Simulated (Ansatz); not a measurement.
**Calculation log, Ag (P6_3/mmc) (elastic constants by finite strains)**

Level of theory: PBEsol, PAW on Ansatz 0.2.0's default frozen-core files (fitted under PBE), scalar-relativistic.

The cell comes from a PAW relaxation under the same functional.

The structure is one entry of a database and needn't be the stable phase.

Command line:

```sh
ansatz run input.yaml --threads 1 --pin off --max-ram 2560MiB --backend cpu --events-out ev --progress --plain --runs-dir out
```

Input file:

```yaml
crystal:
  lattice:
    - [2.86644800695, 0.0, 0.0]
    - [-1.43322400347, 2.48241679265, 0.0]
    - [0.0, 0.0, 4.69351557638]
  atoms:
    - { symbol: Ag, position: [0.333333333333, 0.666666666667, 0.25] }
    - { symbol: Ag, position: [0.666666666667, 0.333333333333, 0.75] }
kpoints:
  mp_grid: { grid: [18, 18, 10] }
scf:
  occupations: { method: fermi_dirac, width: 0.08 }
hamiltonian:
  xc: pbesol
  pseudopotentials: { kind: paw }
elastic:
  mode: relaxed_ion
  stencil: two_point
  amplitude: 0.008
```

The program printed:

```
Warning: RAYON_NUM_THREADS=1 ignored (pool sized by the plan → 1); use --threads N
Engine: ansatz 0.2.0, x86_64-unknown-linux-gnu
Pseudopotentials: kind: paw
Pseudopotential: Ag, paw, valence charge 19, recommended cutoff 420 eV (normal), Ag.paw.azcp
Functional definition: PBEsol
  exchange = pbesol_x
  correlation = pbesol_c
Crystal: 2 atoms, lattice volume = 33.398 Å³
Basis set: ecut = 420 eV, 663 PW (Γ), exchange–correlation on 40×40×64 points (8 copies of the dense FFT grid, shifted against one another)
Bands: 23, of which v1, the nominal top of the filled ones, is band 19 counted from 1 (18 counted from 0)
Symmetry: 24 space group operations
Space group: P63/mmc (ITA 194), of the structure as read, at distance tolerance 3.2e-5 Å
k-points: 222 of 3240
Non-local potential: Ag, projectors of the file, l = 0: 3, l = 1: 2, l = 2: 2, l = 3: 1
PAW form: soft (Blöchl's): semilocal exchange-correlation on the pseudo side does not see the compensation charge
PAW frozen core: Ag, regenerated for the run's functional, and the local potential with it (the file was generated under x = pbe(κ = 0.804, μ = 0.2195149727645171), c = pbe(β = 0.06672455060314922))
PAW one-centre angular grid: Ag, 590 points (default); XC on 64 Gauss nodes
Initial density: superposition of atomic densities (neutral atoms: chi_scale 0, normalization atom), corrected by the library's trained network
Initial wavefunctions: pseudopotential atomic-orbital guess
Functional: x = pbesol(κ = 0.804, μ = 0.12345679012345678), c = pbesol(β = 0.046)
SCF iter   1: F=—  HF=-15044.496527 eV  |F-HF|=—  |Δ(HF+E_count)|=         —  Δρ=9.95e-3  dr2=3.02e-2  ethr=1.77e-3  ⟨swp⟩=4.5  Hψ=18780  notcnv=0
preconditioner: auto → Kerker (q_TF=auto, 2.788 Å⁻¹)  [metal: Δε(μ)=0.034 eV  Ē_g=11.431 eV  σ=0.080 eV  W_gap=0.11  n_scr=10 (ndim 8)  ℏωp=30.1 eV  f_vac=0.000  D(μ)=0.72/eV (n_scr^D=2)]
[... 168 lines left out ...]
--- Forces (eV/Å), atoms counted from 1 ---
  atom   1  Ag     0.00000000     0.00000000     0.00000000
  atom   2  Ag    -0.00000000    -0.00000000     0.00000000
  max |Σ_I F_I| component: 2.31e-18 eV/Å
--- Stress (GPa, compression-positive) ---
       -0.032945       0.000000       0.000000
        0.000000      -0.032945       0.000000
        0.000000       0.000000       0.003013
  P = ⅓ Tr σ = -0.0210 GPa (-0.210 kbar)
--- Elastic constants: 3 strain directions × 2 members + reference (group order 24) ---
  dense FFT box of the reference and of every strained cell: 20×20×32
  strains applied: 11, 33, 23; error gains: componentwise 1.00 (the most a stress slope's error grows in a printed constant), spectral 1.41 (1 for all six strains in a standard setting)
  C = ∂σ_k/∂η_j (tension-positive GPa; Voigt order 11 22 33 23 13 12):
       165.307    108.620     80.452      0.000     -0.000      0.000
       108.620    165.307     80.452     -0.000      0.000      0.000
        80.396     80.396    189.931      0.000     -0.000     -0.000
         0.000     -0.000      0.000     23.552     -0.000     -0.000
        -0.000      0.000     -0.000     -0.000     23.552      0.000
        -0.000      0.000     -0.000      0.000      0.000     28.344
  reference stress σ⁰ (GPa):      0.033      0.033     -0.003     -0.000     -0.000     -0.000
  C* (energy form; C + prestress term) asymmetry max|C*_kj − C*_jk| = 9.203e-2 GPa — a small one proves nothing (zero by symmetry where the batch's group is 432, −43m or m−3m); a large one is finite-difference/SCF noise where ...
  moduli (Voigt/Reuss/Hill, GPa): K = 117.72/117.71/117.72   G = 31.83/28.81/30.32   E = 83.77   ν = 0.381
  mechanically stable: yes (min eigenvalue of sym C = 23.55 GPa)
  strain η (Voigt 11):  stress-route row diagonal C_11 = 165.31 GPa, energy-path curvature d²(F+E_count+ΔE)/dδ²/Ω₀ = 165.06 GPa
         δ    σ_11 (GPa)             F (eV)   n_scf  n_hpsi   n_pw
    -8.000e-3      -1.3402      -15044.4870074       6  167794    668   relax 3 steps, max|allowed force component| 3.54e-5 eV/Å
     8.000e-3       1.3047      -15044.4869575       6  167634    673   relax 3 steps, max|allowed force component| 6.49e-6 eV/Å
  strain η (Voigt 33):  stress-route row diagonal C_33 = 189.93 GPa, energy-path curvature d²(F+E_count+ΔE)/dδ²/Ω₀ = 189.81 GPa
         δ    σ_33 (GPa)             F (eV)   n_scf  n_hpsi   n_pw
    -8.000e-3      -1.5805      -15044.4867766       9   99310    668   relax 0 steps, max|allowed force component| 7.23e-18 eV/Å
     8.000e-3       1.4584      -15044.4868548       7   90662    672   relax 0 steps, max|allowed force component| 1.39e-17 eV/Å
  strain η (Voigt 23):  stress-route row diagonal C_44 = 23.55 GPa, energy-path curvature d²(F+E_count+ΔE)/dδ²/Ω₀ = 23.52 GPa
         δ    σ_23 (GPa)             F (eV)   n_scf  n_hpsi   n_pw
    -8.000e-3      -0.1884      -15044.4879260       6  261732    668   relax 3 steps, max|allowed force component| 1.27e-5 eV/Å
     8.000e-3       0.1884      -15044.4879260       6  262758    668   relax 4 steps, max|allowed force component| 5.26e-6 eV/Å
```

The calculation finished and met its thresholds.

**Elastic constants**

Elastic constants of a crystal by Kohn-Sham DFT: slopes of the stress over finite engineering strains of the given cell, Voigt indices, Cartesian axes as in the input.

| Item | Value |
| --- | --- |
| Pressure at rest | -0.021 GPa |
| Least elastic eigenvalue | 23.55 GPa |
| Elastically stable | yes |

| index | elastic (GPa) |
| --- | --- |
| 11 | 165.3 |
| 12 | 108.6 |
| 13 | 80.42 |
| 33 | 189.9 |
| 44 | 23.55 |

Elastic moduli:

Hill averages of a grain aggregate, Debye temperature from the mean sound speed over directions.

| Quantity | Value |
| --- | --- |
| Bulk modulus | 117.7 GPa |
| Shear modulus | 30.32 GPa |
| Young modulus | 83.77 GPa |
| Poisson ratio | 0.3814 |
| Bulk over shear modulus | 3.883 |
| Elastic anisotropy index | 0.5238 |
| Least young modulus | 69.57 GPa |
| Largest young modulus | 142.7 GPa |
| Longitudinal sound speed | 3840 m/s |
| Transverse sound speed | 1681 m/s |
| Elastic debye temperature | 218.8 K |
| Linear compressibility (x, y, z) | 2.801, 2.801, 2.893 1/TPa |

Strained cells:

Stress of each strained cell less that at rest, tension positive.

| strain component | strain | stress xx (GPa) | stress yy (GPa) | stress zz (GPa) | stress yz (GPa) | stress xz (GPa) | stress xy (GPa) | relaxation steps |
| --- | --- | --- | --- | --- | --- | --- | --- | --- |
| xx | -0.008 | -1.373 | -0.8946 | -0.6566 | 0 | 0 | 0 | 3 |
| xx | 0.008 | 1.272 | 0.8433 | 0.6298 | 0 | 0 | 0 | 3 |
| zz | -0.008 | -0.6671 | -0.6671 | -1.577 | 0 | 0 | 0 | 0 |
| zz | 0.008 | 0.6201 | 0.6201 | 1.461 | 0 | 0 | 0 | 0 |
| yz | -0.008 | -0.0069 | 0.005 | -0.0126 | -0.1884 | 0 | 0 | 3 |
| yz | 0.008 | -0.0069 | 0.005 | -0.0126 | 0.1884 | 0 | 0 | 4 |

Keep in mind: frozen-core PAW files fitted under PBE, their cores solved anew for the functional of the run; responses of metals move with mesh and smearing; elastic stability says nothing of phonons or of other phases.

It took 110 s on 1 thread of AMD EPYC 9R45 (Zen 5) (shared host), peak memory 0.82 GiB.
